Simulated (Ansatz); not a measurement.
Al2Pt, in the lowest among the structures calculated here: Fm-3m (No. 225), cF12; a = b = c = 5.8961 Å, α = β = γ = 90.00°; Al 8c (0.250, 0.250, 0.250); Pt 4a (0.000, 0.000, 0.000). Calculation: PBEsol (plane waves to 420 eV, PAW, scalar-relativistic; Ansatz, an electronic-structure program). Element references, the lowest calculated here: Pt (Fm-3m), Al (Fm-3m).

Total energies (eV/atom, σ → 0; comparable only within this code, potentials and settings):

| phase | E (eV/atom) |
|---|---|
| Al2Pt (Fm-3m) | -4478.505 |
| Pt (Fm-3m) | -12383.821 |
| Al (Fm-3m) | -524.548 |
| Al3Pt2 (P-3m1) | -5269.245 |

### Question
What is the formation energy of this Fm-3m form of Al2Pt from the elements?

### Answer
E_f = -4478.505 − [2 × (-524.548) + 1 × (-12383.821)] / 3 = -0.87 eV/atom (-2.6 eV per formula unit).

### Question
Is it stable against the other phases calculated?

### Answer
Yes: the most favourable decomposition, Al2Pt → 0.5 Al + 0.5 Al3Pt2 (Al Fm-3m, Al3Pt2 P-3m1), costs 0.04 eV/atom.

### Question
Over what range of chemical potentials is Al2Pt stable among the phases calculated here? Give the corners of its window as Δμ = μ − μ(element).

### Answer
| in equilibrium with | Δμ(Al) (eV) | Δμ(Pt) (eV) |
|---|---|---|
| Al | 0.00 | -2.60 |
| Al3Pt2 | -0.25 | -2.09 |

At every corner Σ nΔμ equals the formation energy, about -2.6 eV per formula unit; the corners carry the error of several atoms' energies, a few 0.01 eV.

Hull of the energies calculated here, no anion corrections, zero temperature, no zero-point energy; an uncalculated phase could lie lower. Values are rounded to 0.01 eV/atom. Spin-orbit coupling is missing from these energies, which matters for elements this heavy. The compounds carry no spin polarisation.
